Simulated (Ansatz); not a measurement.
# Migration of Li in TiO₂

Method: DFT r2SCAN, scalar-relativistic, plane waves, PAW in Ansatz 0.2.0. Settings: 500 eV cutoff, 2×2×2 k-mesh, Gaussian smearing of 0.02 eV, no spin polarisation.

In a supercell of 24 host sites with charge +1, interstitial Li hops to an equivalent place, moving 1.40 Å between the relaxed ends. Climbing-image nudged elastic band at fixed cell with images 0 (start) to 6 (end), the path measured over all atoms, converged to 0.05 eV/Å; the order of the saddle wasn't checked, and the small cell leaves errors of about a tenth of an eV. At the top the atom squeezes straight between two others, where symmetry can hold a band on a ridge, so a bent path, such as one by way of a neighbouring hole, may have a much lower barrier.

Command:

```bash
ansatz run input.yaml --threads 8 --pin off --max-ram 20480MiB --backend cpu --events-out ev --progress --plain --runs-dir out
```

Input:

```yaml
crystal:
  lattice:
    - [4.5964476744, -4.5964476744, 0.0]
    - [-4.5964476744, -4.5964476744, 0.0]
    - [0.0, 4.5964476744, -5.908109105]
  atoms:
    - { symbol: Ti, position: [0.4966361024, 0.035801231, 0.0116801936] }
    - { symbol: Ti, position: [0.2734330868, 0.7444149966, 0.5069232559] }
    - { symbol: Ti, position: [0.0134904375, 0.4785081544, 0.0116826876] }
    - { symbol: Ti, position: [0.7319214049, 0.2651475138, 0.5069170979] }
    - { symbol: Ti, position: [0.1107071906, 0.1024030611, 0.2439287734] }
    - { symbol: Ti, position: [0.8955944206, 0.8782903893, 0.7387261165] }
    - { symbol: Ti, position: [0.6316618815, 0.6441519284, 0.2439210463] }
    - { symbol: Ti, position: [0.3415547875, 0.3630785773, 0.7387182678] }
    - { symbol: O, position: [0.6206331671, 0.9330454326, 0.2438944813] }
    - { symbol: O, position: [0.3760643048, 0.6796579226, 0.7525269108] }
    - { symbol: O, position: [0.1314099799, 0.4282761413, 0.2570008594] }
    - { symbol: O, position: [0.8782521661, 0.1795294191, 0.7467058152] }
    - { symbol: O, position: [0.8004619039, 1.003189028, -0.0025049494] }
    - { symbol: O, position: [0.5608690958, 0.7568943539, 0.5042439251] }
    - { symbol: O, position: [0.3052650429, 0.4982173862, 0.002506256] }
    - { symbol: O, position: [0.0448003657, 0.2462331424, 0.493639335] }
    - { symbol: O, position: [0.441791792, 0.2499811424, 0.5042336946] }
    - { symbol: O, position: [0.1956647195, 1.0069381854, 1.0025030203] }
    - { symbol: O, position: [0.9472654331, 0.7500473171, 0.4936369878] }
    - { symbol: O, position: [0.6954607766, 0.4969407902, 0.9974969797] }
    - { symbol: O, position: [0.624008783, 0.331359368, 0.2569936411] }
    - { symbol: O, position: [0.3668825476, 0.0698144921, 0.7467082654] }
    - { symbol: O, position: [0.1216772991, 0.8134919295, 0.2438981346] }
    - { symbol: O, position: [0.8749001584, 0.5754959137, 0.7525216748] }
    - { symbol: Li, position: [0.6900235358, 0.6921085365, 0.8815902104] }
total_charge: 1
basis:
  ecutwfc: 500
  xc_grid: 3
kpoints:
  mp_grid: { grid: [2, 2, 2], shift: [0.0, 0.0, 0.0] }
hamiltonian:
  xc: r2scan
scf:
  occupations: { method: gaussian, width: 0.02 }
output:
  forces: true
neb:
  images: 5
  f_tol: 0.05
  max_iterations: 70
  order_check: false
  final_atoms:
    - { symbol: Ti, position: [0.4849559088, 0.0241210374, -0.0116801936] }
    - { symbol: Ti, position: [0.225004307, 0.7582304159, 0.4930829021] }
    - { symbol: Ti, position: [0.0018077499, 0.4668254668, -0.0116826876] }
    - { symbol: Ti, position: [0.7665098309, 0.2374917407, 0.4930767441] }
    - { symbol: Ti, position: [0.1568683042, 0.1395642728, 0.2612738835] }
    - { symbol: Ti, position: [0.8667784172, 0.8584742877, 0.7560712266] }
    - { symbol: Ti, position: [0.6028365197, 0.6243603095, 0.2612817322] }
    - { symbol: Ti, position: [0.3877408353, 0.4002308821, 0.7560789537] }
    - { symbol: O, position: [0.6235373939, 0.9271310118, 0.2474730892] }
    - { symbol: O, position: [0.3767386858, 0.6891509513, 0.7561055187] }
    - { symbol: O, position: [0.1315463509, 0.432823604, 0.2532941848] }
    - { symbol: O, position: [0.8744091205, 0.1712752819, 0.7429991406] }
    - { symbol: O, position: [0.8029668534, 1.0056939774, 0.0025049494] }
    - { symbol: O, position: [0.5511610307, 0.7525938074, 0.506360665] }
    - { symbol: O, position: [0.3027587869, 0.4957111302, -0.002506256] }
    - { symbol: O, position: [0.0566251707, 0.2526504288, 0.4957560749] }
    - { symbol: O, position: [0.4536284453, 0.2564103294, 0.5063630122] }
    - { symbol: O, position: [0.1931616992, 1.0044351651, 0.9974969797] }
    - { symbol: O, position: [0.9375580973, 0.7457474477, 0.4957663054] }
    - { symbol: O, position: [0.6979637969, 0.4994438105, 1.0025030203] }
    - { symbol: O, position: [0.6201742822, 0.3231062267, 0.2532917346] }
    - { symbol: O, position: [0.3670151419, 0.0743657269, 0.7430063589] }
    - { symbol: O, position: [0.1223784835, 0.8229742389, 0.2474783252] }
    - { symbol: O, position: [0.8777791645, 0.5695937949, 0.7561018654] }
    - { symbol: Li, position: [0.8084333254, 0.8105183261, 1.1184097896] }
```

Course of the band:

| iteration | largest band force (eV/Å) | climbing image | energies over image 0 (eV) |
| --- | --- | --- | --- |
| 1 | 1.020 | none | 0.000 0.085 0.239 0.312 0.239 0.085 0.000 |
| 2 | 0.666 | none | 0.000 0.047 0.133 0.174 0.133 0.047 0.000 |
| 3 | 0.121 | 3 | 0.000 0.015 0.046 0.061 0.046 0.015 0.000 |
| 4 | 0.107 | 3 | 0.000 0.012 0.040 0.055 0.040 0.012 0.000 |
| 5 | 0.071 | 3 | 0.000 0.009 0.036 0.052 0.036 0.009 0.000 |
| 6 | 0.064 | 3 | 0.000 0.007 0.031 0.049 0.031 0.007 0.000 |
| 7 | 0.062 | 3 | 0.000 0.007 0.029 0.048 0.029 0.007 0.000 |
| 8 | 0.151 | 3 | 0.000 0.008 0.038 0.048 0.038 0.008 0.000 |
| 9 | 0.063 | 3 | 0.000 0.006 0.028 0.047 0.028 0.006 0.000 |
| 10 | 0.032 | 3 | 0.000 0.006 0.027 0.046 0.027 0.006 0.000 |
| 11 | 0.034 | 3 | 0.000 0.006 0.027 0.045 0.027 0.006 0.000 |

Final band:

```csv
image,path (Å),E − E(0) (eV),Li x (Å),Li y (Å),Li z (Å),force on Li (eV/Å)
0,0.00,0.000,-0.010,-2.301,-5.209,0.00
1,0.31,0.006,-0.010,-2.301,-5.444,0.03
2,0.62,0.027,-0.010,-2.301,-5.695,0.07
3,0.94,0.045,-0.010,-2.301,-5.908,0.00
4,1.25,0.027,-0.010,-2.301,-6.121,0.07
5,1.56,0.006,-0.010,-2.301,-6.372,0.03
6,1.88,0.000,-0.010,-2.301,-6.608,0.00
```

Barrier 0.05 eV. It took 5 min on 8 threads of Intel(R) Xeon(R) Platinum 8259CL CPU @ 2.50GHz (Skylake/Cascade Lake), with other jobs on the host, peak memory 2.9 GiB.